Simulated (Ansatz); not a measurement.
Here is the system:

BP:
Space group Pm-3m (No. 221); a = b = c = 2.691 Å, α = β = γ = 90.00°

```json
[
 {"atom": "B", "site": "1a", "symmetry": "m-3m", "x": "0.0000", "y": "0.0000", "z": "0.0000"},
 {"atom": "P", "site": "1b", "symmetry": "m-3m", "x": "0.5000", "y": "0.5000", "z": "0.5000"}
]
```

This is the PBEsol-relaxed structure.

Q: All from PBEsol (plane waves, PAW; program Ansatz), unless another level is named. Predict the bulk modulus (Birch–Murnaghan fit).

A: 146 GPa.

Q: Give the elastic constants (relaxed ions, GPa).

A: C11 = 134, C12 = 152, C44 = -52.7.

The start of the workflow was typed in or built on a structure type; neither database checked (COD, Materials Project) lists it. It is not the phase usual at ambient conditions (space group No. 216). The cell was relaxed with PBEsol under the symmetry of its start. At this level the phase is dynamically unstable (imaginary phonons). The volume moved by 16 % from the start of the relaxation. Its formation energy is positive at this level, so the cell may be metastable or incomplete. As this level gives no gap, shear constants depend on the k-mesh and smearing (Fermi–Dirac, 0.1 eV here).

Potentials: the later of the program's two PAW sets.
